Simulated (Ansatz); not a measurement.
TiO$_{2}$ in space group C2/m (No. 12; Pearson symbol mS24), LDA in the plane-wave PAW code Ansatz. The conduction-band minimum lies at Γ, with 1 equivalent valley. Second derivatives d²E/dk² of the lowest band at one valley (eV·Å²), along Cartesian directions:

```csv
direction,d²E/dk²
[100],1.951
[010],7.925
[001],2.020
[110],4.939
[101],0.9927
[011],4.969
```

**Question.** Find the principal effective masses, the density-of-states mass and the conductivity mass.

**Answer.** Off-diagonal terms follow from H_xy = H[110] − (H_xx + H_yy)/2, and m*/mₑ = 7.620 eV·Å² over each eigenvalue: 0.96, 2.6, 7.7. One valley's DOS mass (m₁m₂m₃)^(1/3) = 2.7, conductivity mass 3/(Σ 1/mᵢ) = 1.9 mₑ.

**Question.** What effective density of states Nc follows at 300 K for parabolic valleys?

**Answer.** Nc = 2.509e19 × 1 × (2.7)^(3/2) ≈ 1.1e20 cm⁻³.

**Question.** With the computed static dielectric constant 29.4 (mean of the diagonal), estimate a hydrogenic donor's binding energy and radius.

**Answer.** E = 13.606 eV × 1.9/29.4² ≈ 30 meV; a = 0.529 Å × ε/m* ≈ 8.2 Å. Semilocal masses tend to be too small when the gap is underestimated.

The workflow started from a Materials Project entry (that database holds measured and hypothetical structures alike); the Crystallography Open Database copy checked does not list it. It is not the phase usual at ambient conditions (space group No. 61, 136, 141). The LDA relaxation kept the symmetry of its start; whether a distortion lowers the energy is not shown. The run is not spin-polarised.

Potentials: the later of the program's two PAW sets.
